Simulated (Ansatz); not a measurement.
System: Pt (fcc type), 1 atom in the cell.

These are results of Ansatz, PBE, plane waves, PAW datasets (generated soft set 1), not measurements.

Cutoff 600 eV; k-mesh 4×4×4 Γ-centred; Fermi–Dirac smearing of 0.15 eV; no spin polarisation; no spin–orbit coupling.

```yaml
crystal:
  lattice:
    - [0.00000, 1.98740, 1.98740]
    - [1.98740, 0.00000, 1.98740]
    - [1.98740, 1.98740, 0.00000]
  atoms:
    - { symbol: Pt, position: [0.00000, 0.00000, 0.00000] }
```
Lattice in Å, positions in fractions of it.

Question: Would the cell expand or shrink if it were free to relax?

Answer: The pressure is -2.19 GPa, so at these settings the cell is stretched and would shrink.

The stress includes the program's correction for the finite plane-wave basis.

The k-mesh is coarse, so these values belong to this mesh and can lie far from the converged ones.
